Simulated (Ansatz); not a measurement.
Data:

Relaxed SiC (wurtzite):

```
SiC
1.0
    3.07531     0.00000     0.00000
   -1.53765     2.66329     0.00000
    0.00000     0.00000     5.04816
Si C
2 2
Cartesian
  1.53765   0.88776   0.00253
  0.00000   1.77553   2.52661
  1.53765   0.88776   3.15358
  0.00000   1.77553   0.62950
```

Scan: atom 4 (C, nearest neighbour Si at 1.883 Å; its periodic images, 3.1 Å or more away, move with it) is displaced towards the nearest neighbour, direction (-0.817, -0.471, -0.333) in Cartesian axes, by s. The other atoms stay.

Method: r2SCAN (plane waves to 500 eV, PAW, scalar-relativistic; Ansatz, a program for electronic structure). k mesh 10×10×5 (Γ-centred), Fermi-Dirac smearing 0.05 eV. The energy includes the smearing's −TS. Left out: 1 of 11 points, with atoms too close for the PAW data. SiC was relaxed with its symmetry unable to fall. The zero of ΔE is the undisplaced structure.

The scan covers s from -0.560 to 0.448 Å in 10 points.

Task: Is this a single well or a double well?

Result: A single well with its minimum at or next to zero displacement.

Task: Is the energy the same for displacements of ±0.448 Å, and if not, which side lies higher?

Result: Not even: the positive side lies higher at ±0.448 Å. With its periodic images moving along, the atom's site symmetry in this cell is 3m..

Task: What is the energy change at s = 0.448 Å?

Result: 3864 meV/cell.

Task: What force acts on the atom along the line at s = -0.560 Å?

Result: 3.20 eV/Å.

Task: What is the force constant k = d²E/ds² of this move at s = 0?

Result: 20.5 eV/Å².

(A displaced cell: forces are minus the slopes of the energy, force constants its curvatures, and phonons follow from these.)
